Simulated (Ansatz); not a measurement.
# Ta$_{3}$N (P-3m1), random displacements

Level of theory: DFT PBEsol, scalar-relativistic, plane waves, PAW in Ansatz 0.2.0. The runs took a 420 eV cutoff, a Γ-centred 18×18×8 mesh and Gaussian smearing (0.15 eV). Spin–orbit coupling is left out, which can shift energies with elements as heavy as these. No spin polarisation. Energies are free energies at this smearing, counted from the undisturbed cell; pressure is positive in compression.

The starting cell (relaxed at this level; it needn't be the usual structure):

```xyz
4
Lattice="3.0005 0.0000 0.0000 -1.5003 2.5985 0.0000 0.0000 0.0000 7.4499" Properties=species:S:1:pos:R:3 pbc="T T T"
Ta    0.0000    0.0000    3.7250
Ta    0.0000    1.7323    1.2858
Ta    1.5003    0.8662    6.1642
N     0.0000    0.0000    0.0000
```

After a displacement of all atoms with no net shift and a strain of the cell, the run gives ΔE = 30.4 meV/atom; stress (xx, yy, zz, yz, xz, xy; compression positive) (4.95, 4.55, 3.99, 3.48, 0.03, 0.89) GPa.

| atom | Fx (eV/Å) | Fy | Fz |
| --- | --- | --- | --- |
| Ta1 | 0.022 | 0.003 | -0.497 |
| Ta2 | 0.019 | 0.876 | 1.297 |
| Ta3 | 0.266 | -0.427 | -1.145 |
| N4 | -0.307 | -0.452 | 0.344 |

Q: Which displacements (Å, in the unstrained cell) and strain were applied?

A:
```csv
atom,ux,uy,uz
Ta1,-0.01,0.01,0.03
Ta2,0.00,-0.06,-0.06
Ta3,0.00,0.04,0.05
N4,0.02,0.01,-0.02
```
Strain (Voigt, engineering shear): (-0.0046, 0.0074, -0.0069, -0.0209, 0.0089, -0.0110).

Cost: 1 run of about 1.9 core-minutes, on Intel Xeon Processor @ 2.70GHz (shared hosts).